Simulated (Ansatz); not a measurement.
One crystal and one scan (energy over volume and axial ratio) at two levels, r2SCAN (plane waves to 500 eV, PAW, scalar-relativistic; Ansatz, a first-principles code) and PBEsol (plane waves to 420 eV, PAW, scalar-relativistic; Ansatz), each from its own relaxed cell and on its own mesh.

The crystal is CsCl (CsCl type); volume and axial ratio are varied about the relaxed values (subscript 0).

The energy includes the smearing's −TS. CsCl was relaxed with its symmetry unable to fall.

```json
[
 {"quantity": "Lattice constant a (Å)", "run 1": "4.140", "run 2": "4.069"},
 {"quantity": "Shear modulus C′ = (C11 − C12)/2 (fit, atoms clamped) (GPa)", "run 1": "14.0", "run 2": "14.3"}
]
```

### Question
Which run is which level?

### Answer
Run 1 is r2SCAN, run 2 is PBEsol. r2SCAN gives the higher value for: lattice constant a. r2SCAN gives the lower value for: shear modulus C′.

(Under strain, the slope of the energy per volume gives the stress and its curvature an elastic modulus.)
